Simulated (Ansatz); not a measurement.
Several occupations of a zinc blende lattice at one composition, 4 Ga, 2 Tl, 2 B; 8 Sb. Sites, in fractions of the cell -5.941 5.941 0.000; -5.941 0.000 5.941; 0.000 5.941 5.941 Å:

| cell | sites |
| --- | --- |
| all | Ga (0.00 0.00 0.50), Sb (0.38 0.38 0.38), Sb (0.38 0.38 0.88), Sb (0.38 0.88 0.38), Sb (0.38 0.88 0.88), Sb (0.88 0.38 0.38), Sb (0.88 0.38 0.88), Sb (0.88 0.88 0.38), Sb (0.88 0.88 0.88) |
| 1 | B (0.50 0.00 0.00), B (0.50 0.50 0.00), Ga (0.00 0.00 0.00), Ga (0.00 0.50 0.50), Ga (0.50 0.00 0.50), Tl (0.00 0.50 0.00), Tl (0.50 0.50 0.50) |
| 2 | B (0.00 0.00 0.00), B (0.50 0.50 0.50), Ga (0.00 0.50 0.00), Ga (0.50 0.00 0.50), Ga (0.50 0.50 0.00), Tl (0.00 0.50 0.50), Tl (0.50 0.00 0.00) |
| 3 | B (0.00 0.00 0.00), B (0.00 0.50 0.50), Ga (0.00 0.50 0.00), Ga (0.50 0.00 0.00), Ga (0.50 0.50 0.50), Tl (0.50 0.00 0.50), Tl (0.50 0.50 0.00) |

Each was relaxed without symmetry on coarser meshes and computed once more. All numbers below come from DFT PBE, scalar-relativistic, plane waves, PAW (Ansatz 0.2.0).

Cutoff 420 eV; k points 5×5×5 on the computed 16-atom cell (Γ-centred); Gaussian smearing, width 0.10 eV; no spin polarisation.

Warren–Cowley parameters of the first shell of the sublattice with most elements (negative: unlike neighbours preferred):
```csv
cell,B-Ga,Ga-Tl,B-Tl
1,0.00,0.00,-0.33
2,-0.33,-0.33,-0.33
3,0.00,0.00,-0.33
```

Task: Which occupation is lowest in energy, and by how much?

Result: Cell 2.
```tsv
cell	E − E(lowest) (meV/atom)	V (Å³/atom)
2	0.0	28.69
3	23.6	28.87
1	26.3	28.95
```

The final mesh leaves forces up to 0.19 eV/Å and stresses up to 0.3 GPa: the relaxation ran on a coarser mesh, so the cell's shape, its bonds and its energy belong partly to that mesh.

Spin–orbit coupling is left out, which can shift energies with elements as heavy as these.

Cost: 6 runs of about 66 core-minutes in all (earlier runs that led there not counted), on Intel Xeon Processor @ 2.50GHz (Skylake/Cascade Lake) (shared hosts).